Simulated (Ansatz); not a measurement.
## S-33 NMR of the central transition in Bi₂S₃

Cell: a computed structure from the Materials Project (it need not be an observed phase), taken as it stands.

```xyz
20
Lattice="11.5936 0.0000 0.0000 0.0000 3.9978 0.0000 0.0000 0.0000 11.1606" Properties=species:S:1:pos:R:3 pbc="T T T"
Bi    0.2035    0.9994    3.6422
Bi   11.3901    2.9983    7.5184
Bi    5.5933    2.9983    9.2225
Bi    6.0003    0.9994    1.9381
Bi    1.8141    2.9983    0.3643
Bi    9.7795    0.9994   10.7963
Bi    3.9827    0.9994    5.9446
Bi    7.6109    2.9983    5.2160
S     5.2379    2.9983    4.1434
S     6.3557    0.9994    7.0172
S     0.5589    0.9994    9.7237
S    11.0347    2.9983    1.4369
S     1.4097    2.9983    4.9503
S    10.1838    0.9994    6.2103
S     4.3871    0.9994   10.5306
S     7.2065    2.9983    0.6300
S     8.2389    0.9994    3.4448
S     3.3547    2.9983    7.7158
S     9.1515    2.9983    9.0251
S     2.4421    0.9994    2.1355
```

Sites (sets of like atoms) are named by element and the number of their first atom in this list.

Method: Kohn–Sham DFT in Ansatz, LDA, plane waves and PAW, scalar-relativistic, 420 eV cutoff, Γ-centred 3×7×3 k-points, Fermi–Dirac smearing 0.02 eV.

S-33 has I = 3/2 and Q = -69.40 mb (Pyykkö 2018); at 14.1 T its Larmor frequency is ν₀ = 46.1 MHz. Only the quadrupole interaction is simulated: positions count from each site's isotropic chemical shift, and shift anisotropy, dipolar and J coupling are left out.

(1) What does the S-33 spectrum (static powder) show for each site?

Results:

(1) 

```csv
site,first shell,C_Q (MHz),η,P_Q (MHz),δ_QIS (ppm),breadth (kHz)
S9,5 Bi at 2.60–3.07 Å,-8.49,0.79,9.34,-1026,351
S13,5 Bi at 2.68–3.41 Å,15.7,0.28,15.9,-2965,865
S17,3 Bi at 2.70–2.74 Å,5.47,0.37,5.59,-368,112
```

δ_QIS = −(ν_Q²/30ν₀²)[I(I+1) − 3/4](1 + η²/3) × 10⁶ ppm with ν_Q = 3|C_Q|/[2I(2I−1)]; it falls as 1/B₀² in ppm, and the breadth as 1/B₀ in kHz.

At S17 V_zz stands upright on the plane through its three neighbours (within 1°).

With ν_Q/ν₀ up to 0.17, terms beyond second order are no longer negligible.

Without spin–orbit coupling the gradients at and beside Bi can be off by some per cent, at some sites by more.

Hardware: 2 threads of Intel Xeon Processor @ 2.50GHz (Skylake/Cascade Lake) (x86_64; 62 cores open to the job, memory cap 5.0 GiB, no GPU), a shared host with a load of 0.9 a core. Wall time 90 s, CPU time 2.4 min, peak memory 1.3 GiB.
